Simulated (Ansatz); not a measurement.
ZrGeSe:
```
CELL_PARAMETERS angstrom
      3.72066     0.00000     0.00000
      0.00000     3.72066     0.00000
      0.00000     0.00000     8.35697
ATOMIC_POSITIONS crystal
  Zr 0.00000 0.50000 0.73891
  Zr 0.50000 0.00000 0.26109
  Ge 0.00000 0.00000 0.00000
  Ge 0.50000 0.50000 0.00000
  Se 0.50000 0.00000 0.62269
  Se 0.00000 0.50000 0.37731
```

Relaxed with r²SCAN. Special points in fractions of this cell's reciprocal vectors: Γ (0.000, 0.000, 0.000); X (0.000, 0.500, 0.000); M (0.500, 0.500, 0.000); Z (0.000, 0.000, 0.500); R (0.000, 0.500, 0.500); A (0.500, 0.500, 0.500).

### Question
List the band energies nearest the Fermi level at these points for r²SCAN (plane waves, PAW; program Ansatz).

### Answer
In eV from the Fermi level; about four levels below and three above (degenerate sets whole), none deeper than 8.9 eV; points with the same levels are listed once.

| k | below | above |
|---|---|---|
| Γ | -2.03 -2.03 -1.01 -0.06 | 0.43 1.19 1.31 1.31 |
| X | -2.00 -2.00 -0.67 -0.67 | 0.56 0.56 2.05 2.05 |
| M | -3.92 -3.92 -2.42 -2.42 | 2.73 2.73 2.82 2.82 |
| Z | -2.90 -2.40 -1.96 -1.96 | 0.29 0.95 1.23 |
| R | -1.81 -1.81 -0.45 -0.45 | 0.71 0.71 1.93 1.93 |
| A | -3.57 -3.57 -2.43 -2.43 | 1.51 1.51 2.73 2.73 |

Space group P4/nmm. The first step of the workflow began from a Materials Project structure, measured or hypothetical; the Crystallography Open Database files this formula in space group No. 129, but the cells were not matched. Whether it is the stable phase at ambient conditions was not checked. Symmetry was held in the r²SCAN relaxation; whether a distortion lowers the energy is not shown. No spin polarisation was allowed. A small band overlap can be real or an error of a semilocal functional. Scalar-relativistic: spin–orbit coupling is off unless named, which matters more the heavier the elements.

Potentials: the earlier of the program's two PAW sets.
